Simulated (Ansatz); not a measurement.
GaP:
```
GaP
1.0
    0.00000     2.57869     2.57869
    2.57869     0.00000     2.57869
    2.57869     2.57869     0.00000
P Ga
1 1
Direct
  0.00000   0.00000   0.00000
  0.50000   0.50000   0.50000
```

Relaxed with PBE. Special points in fractions of this cell's reciprocal vectors: Γ (0.000, 0.000, 0.000); X (0.500, 0.000, 0.500); U (0.625, 0.250, 0.625); K (0.375, 0.375, 0.750); L (0.500, 0.500, 0.500); W (0.500, 0.250, 0.750).

### Question
List the band energies nearest the Fermi level at these points for PBE in the plane-wave PAW code Ansatz.

### Answer
In eV from the Fermi level; about four levels below and three above (degenerate sets whole), none deeper than 8.9 eV; points with the same levels are listed once.

| k | below | above |
|---|---|---|
| Γ | -0.03 -0.03 -0.03 | 1.41 7.02 7.02 7.02 |
| X | -5.86 -3.18 -2.69 -2.69 | 3.37 10.86 10.86 |
| U | -6.10 -5.23 -2.00 -0.23 | 5.83 7.15 9.43 |
| L | -7.84 | 0.14 0.14 2.99 2.99 |
| W | -5.73 -4.65 -4.65 | 2.53 4.55 7.44 7.44 |

Space group Fm-3m (rock salt). A made-up cell: these elements were put on the sites of a structure type; neither database checked (COD, Materials Project) lists it. It is not the phase usual at ambient conditions (space group No. 216). The PBE relaxation kept the symmetry of its start; its stability against distortions is not shown here. Spin–orbit coupling is left out wherever it is not named.

Potentials: the later of the program's two PAW sets.
